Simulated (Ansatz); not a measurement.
Below is a relaxed structure of Zn₂CdS₃. The cell was found from a structure generator's guess, not taken from experiment.

Computed with DFT PBE, scalar-relativistic, plane waves, PAW in Ansatz 0.2.0. Cutoff 420 eV, Γ-centred mesh, Gaussian smearing, no spin polarisation.

```yaml
crystal:
  lattice:
    - [-1.97218, 1.97218, 8.47790]
    - [1.97218, -1.97218, 8.47790]
    - [1.97218, 1.97218, -8.47790]
  atoms:
    - { symbol: Zn, position: [0.67202, 0.67202, 0.00000] }
    - { symbol: Zn, position: [0.32798, 0.32798, 0.00000] }
    - { symbol: Cd, position: [0.00000, 0.00000, 0.00000] }
    - { symbol: S, position: [0.59462, 0.09462, 0.50000] }
    - { symbol: S, position: [0.25000, 0.75000, 0.50000] }
    - { symbol: S, position: [0.90538, 0.40538, 0.50000] }
```

Energies over the elements count from the elements' standard structures at the same level, with no fitted energy shifts.

(1) What space group does it have?

(2) What is its formation energy per atom?

(3) Is it a metal?

Answers

(1) I-4m2 (No. 119), with Zn and Cd ordered on zinc blende sites. Conventional cell: a = 3.944 Å, c = 16.956 Å. Zn has 4 S at 2.37 Å; around Cd lie 4 S at 2.54 Å; S on a site of symmetry 2mm is surrounded by 2 Zn at 2.37 Å and 2 Cd at 2.54 Å; S on a site of symmetry -4m2 is surrounded by 4 Zn at 2.37 Å.

(2) −0.753 eV/atom. A negative formation energy is needed for stability but isn't enough: competing phases decide.

(3) No, the gap on the 10×10×10 mesh is 1.54 eV.

The last run used a 10×10×10 mesh for its 6-atom cell and Gaussian smearing of 0.02 eV. Kohn–Sham gaps at this level usually fall short of measured ones. The reference form of S is held partly by dispersion forces, which this level lacks. A structure relaxed within its symmetry needn't be a true minimum.
